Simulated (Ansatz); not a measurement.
**Sc (dhcp): energy against volume**

These are results of DFT, BLYP, plane waves (420 eV) with PAW, scalar-relativistic (Ansatz), not measurements. (PAW data from PBE, frozen cores regenerated.)

The cell is scaled uniformly from the relaxed one, with fractional coordinates and shape fixed. Energies are extrapolated to zero smearing, pressures are those at the given smearing. Magnetic state: spin not included.

A Birch-Murnaghan fit gives V₀ = 24.92 Å³/atom, B₀ = 50 GPa, B₀′ = 3.3.

Question: What are the energy above the minimum and the pressure at 24.051 Å³/atom?

Answer: 5.0 meV/atom and 2.15 GPa as computed.

Question: What are the energy above the minimum and the pressure at 27.057 Å³/atom?

Answer: 25.4 meV/atom and -3.36 GPa as computed.

Question: What are the energy above the minimum and the pressure at 28.059 Å³/atom?

Answer: 52.0 meV/atom and -4.65 GPa as computed.
